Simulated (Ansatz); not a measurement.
C:
```xyz
6
Lattice="-2.1840 2.1840 2.1840 2.1840 -2.1840 2.1840 2.1840 2.1840 -2.1840" Properties=species:S:1:pos:R:3 pbc="T T T"
C      1.0920     0.0000     2.1840
C      2.1840     1.0920     0.0000
C      0.0000     1.0920     2.1840
C      1.0920     2.1840     0.0000
C      2.1840     0.0000     1.0920
C      0.0000     2.1840     1.0920
```

Relaxed with r²SCAN. Special points in fractions of this cell's reciprocal vectors: Γ (0.000, 0.000, 0.000); H (0.500, -0.500, 0.500); N (0.000, 0.000, 0.500); P (0.250, 0.250, 0.250).

Task: List the band energies nearest the valence-band maximum at these points for DFT-r²SCAN in the program Ansatz with PAW potentials.

Result: In eV from the valence-band maximum; about four levels below and three above (degenerate sets whole), none deeper than 8.9 eV; points with the same levels are listed once.

```tsv
k	below	above
Γ	-6.29 -6.29 -6.29 -4.67 -4.67 -4.67	5.31 5.31 5.31
H	-4.16 -4.16 -4.16 0.00 0.00 0.00	4.37 4.37 4.37
N	-5.92 -3.78 -2.88 -1.60	5.11 5.70 7.81
P	-5.81 -5.81 -5.81 -4.05 -4.05	7.04 7.04 7.04
```

Space group Im-3m. The start of the workflow was typed in or built on a structure type; neither database checked (COD, Materials Project) lists it. It is not the phase usual at ambient conditions (space group No. 194, 227). The cell was relaxed with r²SCAN under the symmetry of its start; whether a distortion lowers the energy is not shown.

Potentials: the later of the program's two PAW sets.
